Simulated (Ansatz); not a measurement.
input.yaml (Ansatz)

```yaml
crystal:
  lattice:
    - [2.7563595728, 0.0, 0.0]
    - [-1.3781797864, 2.387077412, 0.0]
    - [0.0, 0.0, 9.3292937755]
  atoms:
    - { symbol: Pt, position: [1.0, 1.0, 0.0], spin: 1.0 }
    - { symbol: Pt, position: [1.0, 1.0, 0.5], spin: 1.0 }
    - { symbol: Pt, position: [0.3333333333, 0.6666666667, 0.25], spin: 1.0 }
    - { symbol: Pt, position: [0.6666666667, 0.3333333333, 0.75], spin: 1.0 }
hamiltonian:
  xc: mr2scan
  pseudopotentials:
    kind: paw
    azcp:
      Pt: "pseudopotentials/Pt.paw.azcp"
basis:
  ecutwfc: 500
  fft_grid_basis: typed
kpoints:
  mp_grid: { grid: [17, 17, 5], shift: [0, 0, 0] }
magnetization:
  spin_polarized: true
scf:
  occupations: { method: fermi_dirac, width: 0.05 }
```

Terminal output

```
Engine: ansatz 0.2.0, aarch64-unknown-linux-gnu
Pseudopotentials: kind: paw
Pseudopotential: Pt, paw, valence charge 18, recommended cutoff 500 eV (meta_gga) 
Functional definition: m-r2SCAN
  exchange = m_r2scan_x
  correlation = m_r2scan_c
Crystal: 4 atoms, lattice volume = 61.383 Å³
Basis set: ecut = 500 eV, 1511 PW (Γ), exchange–correlation on 96×96×288 points (64 copies of the dense FFT grid, shifted against one another)
Bands: 46, of which v1, the nominal top of the filled ones, is band 36 counted from 1 (35 counted from 0)
Symmetry: 24 space group operations
Space group: P63/mmc (ITA 194), of the structure as read, at distance tolerance 3.9e-5 Å
Magnetic group: BNS 194.263 (UNI 1493), of the structure as read, at distance tolerance 3.9e-5 Å
k-points: 99 of 1445
Non-local potential: Pt, projectors of the file, l = 0: 3, l = 1: 2, l = 2: 2, l = 3: 1
PAW form: soft (Blöchl's): semilocal exchange-correlation on the pseudo side does not see the compensation charge
PAW frozen core: Pt, regenerated for the run's functional (the file was generated under x = pbe(κ = 0.804, μ = 0.2195149727645171), c = pbe(β = 0.06672455060314922))
PAW one-centre angular grid: Pt, 590 points (default); XC on 160 Gauss nodes
Initial density: superposition of atomic densities (chi_scale 0.1, normalization cell)
Starting moments: Σ|m| = 4 μB on 4 of 4 sites
Initial wavefunctions: pseudopotential atomic-orbital guess
Functional: x = mr2scan, c = mr2scan; τ floored in thin density (d = 2e-4 eV/Å³)
iter 1 solved again at ethr=2.74e-3 eV; its pass at ethr=3.10e-3 eV (dr2=1.97e0 eV) is discarded
SCF iter   1: F=—  HF=-50147.265488 eV  |F-HF|=—  |Δ(HF+E_count)|=         —  Δρ=4.02e-2 (↑4.02e-2 ↓3.11e-2)  dr2=2.63e0  dr2_τ=3.66e-2  dr2_m=1.13e-1  M=2.535 μB ∫|m|=2.543 μB  β_m=0.82  ethr=2.74e-3  ⟨swp⟩=2.0  Hψ=48211  notcnv=0
Mixer restart at iter 1: flushing history
spin=Collinear: Kerker preconditioning applied to the charge; magnetization (m = ρ↑ − ρ↓) channel mixes plain (no charge-response kernel on spin).
SCF iter   2: F=—  HF=-50146.422364 eV  |F-HF|=—  |Δ(HF+E_count)|=   8.43e-1  Δρ=2.05e-2 (↑2.05e-2 ↓1.92e-2)  dr2=7.90e-1  dr2_τ=2.44e-2  dr2_m=1.16e-2  M=2.311 μB ∫|m|=2.371 μB  β_m=1.00  ethr=2.74e-3  ⟨swp⟩=2.0  Hψ=14853  notcnv=0  κ⁻¹=1.0e0(r=1)
SCF iter   3: F=—  HF=-50146.753074 eV  |F-HF|=—  |Δ(HF+E_count)|=   3.31e-1  Δρ=1.32e-2 (↑1.32e-2 ↓1.09e-2)  dr2=2.78e-1  dr2_τ=7.27e-3  dr2_m=2.54e-3  M=2.061 μB ∫|m|=2.179 μB  β_m=0.95  ethr=1.10e-3  ⟨swp⟩=2.2  Hψ=13140  notcnv=0  defer=215  κ⁻¹=1.1e-1(r=2)
SCF iter   4: F=—  HF=-50147.530085 eV  |F-HF|=—  |Δ(HF+E_count)|=         —  Δρ=4.23e-2 (↑4.23e-2 ↓3.76e-2)  dr2=4.05e-2  dr2_τ=1.25e-1  dr2_m=8.79e-1  M=-0.572 μB ∫|m|=0.572 μB  β_m=1.00  ethr=3.86e-4  ⟨swp⟩=2.0  Hψ=14474  notcnv=0  defer=319  κ⁻¹=1.1e-1(r=2)
SCF iter   5: F=—  HF=-50147.120999 eV  |F-HF|=—  |Δ(HF+E_count)|=   4.09e-1  Δρ=1.00e-2 (↑4.42e-3 ↓1.00e-2)  dr2=8.19e-2  dr2_τ=5.28e-3  dr2_m=1.46e-2  M=-0.183 μB ∫|m|=0.183 μB  β_m=0.42  ethr=6.94e-5  ⟨swp⟩=2.0  Hψ=17932  notcnv=0  defer=360  κ⁻¹=1.1e-1(r=2)
...
SCF iter  23: F=—  HF=-50147.050180 eV  |F-HF|=—  |Δ(HF+E_count)|=   2.48e-8  Δρ=6.19e-7 (↑5.80e-7 ↓6.19e-7)  dr2=4.03e-11  dr2_τ=2.70e-11  dr2_m=1.80e-10  M=0.000 μB ∫|m|=0.000 μB  β_m=1.00  ethr=1.00e-12  ⟨swp⟩=3.2  Hψ=19130  notcnv=0  defer=484  κ⁻¹=7.2e-6(r=8)
SCF iter  24: F=—  HF=-50147.050180 eV  |F-HF|=—  |Δ(HF+E_count)|=  7.20e-10  Δρ=1.06e-6 (↑1.06e-6 ↓9.78e-7)  dr2=9.44e-11  dr2_τ=7.46e-11  dr2_m=5.40e-10  M=0.000 μB ∫|m|=0.000 μB  β_m=1.00  ethr=1.00e-12  ⟨swp⟩=1.0  Hψ=19008  notcnv=0  κ⁻¹=4.7e-7(r=8)
SCF iter  25: F=—  HF=-50147.050180 eV  |F-HF|=—  |Δ(HF+E_count)|=  8.95e-10  Δρ=7.29e-7 (↑5.23e-7 ↓7.29e-7)  dr2=9.07e-11  dr2_τ=3.13e-11  dr2_m=2.08e-10  M=0.000 μB ∫|m|=0.000 μB  β_m=1.00  ethr=1.00e-12  ⟨swp⟩=2.0  Hψ=17102  notcnv=0  κ⁻¹=1.8e-7(r=8)
SCF iter  26: F=-50147.050180 eV  HF=-50147.050180 eV  |F-HF|=1.46e-11  |Δ(HF+E_count)|=  2.62e-10  Δρ=3.94e-7 (↑3.94e-7 ↓2.37e-7)  dr2=9.55e-11  dr2_τ=7.48e-12  dr2_m=4.52e-11  M=0.000 μB ∫|m|=0.000 μB  ethr=1.00e-12  ⟨swp⟩=2.0  Hψ=17049  notcnv=0
SCF 1 converged in 26 iterations: F = -50147.050180 eV  dr2 = 9.55e-11
WARN: the starting moments were not kept: the SCF closed with an absolute magnetisation of 2.5e-5 μB, where they sum to 4 μB in size (4 sites). That is at most 0.1 of that sum. Measured as dr2_m measures the in/out step, that magnetisation stands 1.0e-10 eV from none, at or under the dr2_threshold of 1.0e-7 eV: it is no larger than a step whose dr2_m would equal this threshold. The system may hold no moment; this SCF shows only that its start led to no more than that. To try another start: raise the starting moments (crystal.atoms[].spin, magnetization.per_species, magnetization.initial_magnetization, or on a non-collinear deck that types none of these the spinor_matrix: blocks that start its atoms; where the total moment is fixed, keep their sum and leave initial_magnetization as it is; typed ones take the place of any that the run laid by itself, positive ones on a crystal's lanthanoids without a Hubbard term where scf.initial_density.shell_occupations: [] is typed) or, if the notice of its spin-set hold's release reads "site moments contracting" or "site moments show no strong build", lengthen the hold (scf.mixing.spin_hold: { on: { confirm: 4 } }; for m-r²SCAN on two components see the key's manual first). Each may lead to a state that holds a moment. A second SCF, from the converged charge density, with the starting moments and any scf.initial_density.shell_occupations laid on it anew, would have followed, and was not run: the deck does not ask for one (magnetization.retry_lost_moments is false, the default). To let it run, set magnetization.retry_lost_moments: true and run the deck again, where that key's refused combinations let it; where memory then withholds it, that run's warning says so.
this state was not tested for a lower state beside it, because the mixer in use, unlike msr1, does not test its closes by its own steps (another_mixer; see scf.mixing.algorithm and scf.lower_state_search)
SCF converged after 26 iterations
Magnetization: 0.0000 μB (36.0000 up, 36.0000 down)
Absolute magnetization: 0.0000 μB (∫|ρ↑−ρ↓|, with the PAW one-centre terms)
Spin contamination: 0.0000 ħ² per cell (⟨S²⟩ above its minimum at these occupations)
Per-site moments (μB) at R_I (Å): [(8.50231126154776e-6, 1.1369983237778034), (8.502311261583219e-6, 1.1369983237778034), (3.814479870562252e-6, 1.1369983237778034), (3.8144798704304174e-6, 1.1369983237778034)]
Free energy (F): -50147.050180 eV
Harris-Foulkes:  -50147.050180 eV  (|F-HF|=1.46e-11)
Internal energy: -50146.994229 eV  (E = F + TS)
E sigma→0 (E₀):  -50147.022204 eV
Entropy (-TS):   -0.055951 eV (-13.988 meV/atom)
Fermi energy:    22.594959 eV
--- Per-component energies (eV) ---
  E_band       = -620.199553
  E_kinetic    = 2551.585899
  E_local      = -5960.201298  (includes V_loc(G=0)·N_el)
  E_nonlocal   = 808.373864
  E_hartree    = 2217.408925
  E_xc         = -1000.623079
  E_vxc        = -1350.337799  (∫ρ·V_xc dr)
  E_paw        = -37919.583615  (= ΣΔE_a)
  E_vpaw       = -1190.698581  (= ΣTr[D̂ρ^β])
  E_aug_tail   = 0.000616  (compensation charges beyond the density's cutoff)
  E_vtau       = 86.260214  (kinetic-family band-sum trace: ∫τ·v_τ [+ j·A + Jᵃ·Aᵃ] dr)
  E_ewald      = -10843.029563
  E_core_change = -0.925978  (= ΣΔE_core)
  E_smearing   = -0.055951  (= −TS)
  E_closure    = 0.000000  (closes the sum)
  Σ components = -50147.050180   (vs F -50147.050180, Δ=0.00e0)
```
